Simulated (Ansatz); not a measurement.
Data:

Ir (fcc (Cu type), Fm-3m), a = b = c = 3.841 Å, α = β = γ = 90.00°; the cell used has 1 atom.

This is the PBE+D3(BJ)-relaxed structure.

All from plane-wave PAW PBE+D3(BJ) (Ansatz code), unless another level is named. Give the Hill bulk and shear moduli.

374 and 240 GPa.

Predict the elastic constants (relaxed ions, GPa).

C11 = 628, C12 = 247, C44 = 281.

The cell was relaxed with PBE+D3(BJ) under the symmetry of its start. No spin polarisation was allowed. The pairwise dispersion correction was not fitted to metals. As this level gives no gap, shear constants depend on the k-mesh and smearing (Fermi–Dirac, 0.1 eV here). Spin–orbit coupling is left out wherever it is not named.

Potentials: the later of the program's two PAW sets.
